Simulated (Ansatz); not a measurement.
Pb (fcc, Cu type)

```yaml
crystal:
  lattice:
    - [0.00000, 2.51706, 2.51706]
    - [2.51706, 0.00000, 2.51706]
    - [2.51706, 2.51706, 0.00000]
  atoms:
    - { symbol: Pb, position: [0.00000, 0.00000, 0.00000] }
```

Two coordinates are scanned: the volume, and the ratio of the stretch along z (the conventional c axis) to the stretch across it. Atoms keep their fractional coordinates.

Level of theory: PBE (plane waves to 420 eV, PAW, scalar-relativistic; Ansatz, a quantum-chemistry and plane-wave program). k mesh 16×16×16 (Γ-centred), Fermi-Dirac smearing 0.05 eV. Stress and pressure are positive under compression. With partly filled bands, the response to shear is sensitive to the k mesh, so small differences along c/a are uncertain. Pb was relaxed with its symmetry unable to fall. Spin-orbit coupling is left out, though Pb is heavy. The PAW data are Ansatz's earlier set. The relaxed volume of Pb is well above the measured one; the method has no dispersion term. 

```
σzz (GPa)             V/V₀ = 0.960  V/V₀ = 0.973  V/V₀ = 0.987  V/V₀ = 1.000  V/V₀ = 1.013  V/V₀ = 1.027  V/V₀ = 1.040
--------------------  ------------  ------------  ------------  ------------  ------------  ------------  ------------
(c/a)/(c/a)₀ = 0.880             …           1.9           1.3           0.7           0.2          -0.2          -0.7
(c/a)/(c/a)₀ = 0.920           2.7           2.0           1.4           0.8           0.3          -0.2          -0.7
(c/a)/(c/a)₀ = 0.960             …           1.8           1.2           0.6           0.0          -0.5          -0.9
(c/a)/(c/a)₀ = 1.000           1.8           1.2           0.6           0.0          -0.5          -1.0          -1.4
(c/a)/(c/a)₀ = 1.040           1.4           0.8           0.2          -0.3          -0.8          -1.2          -1.6
(c/a)/(c/a)₀ = 1.080           1.2           0.6           0.0          -0.5          -1.0          -1.4          -1.8
(c/a)/(c/a)₀ = 1.120           0.7           0.1          -0.4          -0.9          -1.4          -1.8          -2.2
```

Q: Some entries are withheld; supply them.

A: 
- (c/a)/(c/a)₀ = 0.880, V/V₀ = 0.960: 2.5
- (c/a)/(c/a)₀ = 0.960, V/V₀ = 0.960: 2.5

(A scan under strain: stresses follow from slopes of the energy per volume, elastic moduli from its curvatures.)
